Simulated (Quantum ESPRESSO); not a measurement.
## How NMR parameters follow strain in Se (P3₁21)

```
Se
1.0
    4.50482     0.00000     0.00000
   -2.25241     3.90129     0.00000
    0.00000     0.00000     4.97880
Se
3
Direct
  0.21789   0.00000   0.33333
  0.00000   0.21789   0.66667
  0.78211   0.78211   0.00000
```
Geometry: a computed entry of the Materials Project; it was not checked against measured cells. It is Se in P3₁21. Stability against distortions was not tested. Forces on the atoms reach 0.31 eV/Å at this level.

Isotropic strain: all lattice vectors are scaled together, so the volume changes by about three times as much; fractional positions kept.

Method: shieldings by PBE GIPAW (a modified build of Quantum ESPRESSO, JTH PAW datasets), 20 Ha, k-mesh 9×9×7 shifted, f-sum rule met within 0.031 %. Values are those of the named site's first atom. Shieldings are absolute and leave out the bulk-susceptibility term; a larger σ means a smaller chemical shift. By our sweeps, such settings leave a few ppm in absolute σ on light atoms and up to some 20 ppm from Zn on. Spin–orbit coupling is left out; its weight grows with the heaviest atom, Se here. No d partial waves on Se: the paramagnetic term there is incompletely reconstructed.

Unchanged cell: σ_iso Se (ppm) = 581.9.

### Question
How do these values move along the path (lattice scale factor: 0.98, 1.02)?

### Answer
```
lattice scale factor  σ_iso Se (ppm)
--------------------  --------------
0.98                           808.8
1                              581.9
1.02                           334.2
```
